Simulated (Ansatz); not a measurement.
TiPd: relaxed-ion elastic tensor

Method: Ansatz 0.2.0, DFT LDA, scalar-relativistic, plane waves, PAW. Cutoff 420 eV, 14×14×14 k-points (Γ-centred), Fermi-Dirac smearing of 0.15 eV. No spin polarisation.

Relaxed structure:
```yaml
crystal:
  lattice:
    - [3.10453, 0.00000, 0.00000]
    - [0.00000, 3.10453, 0.00000]
    - [0.00000, 0.00000, 3.10453]
  atoms:
    - { symbol: Ti, position: [0.50000, 0.50000, 0.50000] }
    - { symbol: Pd, position: [0.00000, 0.00000, 0.00000] }
```

In a metal, frequencies and elastic constants depend on the k mesh and the smearing, soft modes and shear constants most.

(1) Give the relaxed-ion elastic constants (GPa, Voigt order xx yy zz yz xz xy, on the axes of the cell above).

(2) Is the crystal stable against homogeneous strain?

Results:

(1)
C11 = 152.1, C12 = 196.1, C13 = 196.1, C22 = 152.1, C23 = 196.1, C33 = 152.1, C44 = 54.6, C55 = 54.6, C66 = 54.6 GPa; the others vanish.

(2) No: the tensor has an eigenvalue of -43.9 GPa, so some strain lowers the energy.

Cost: 1 run of about 1.6 core-minutes, on Arm Neoverse V1 (shared hosts).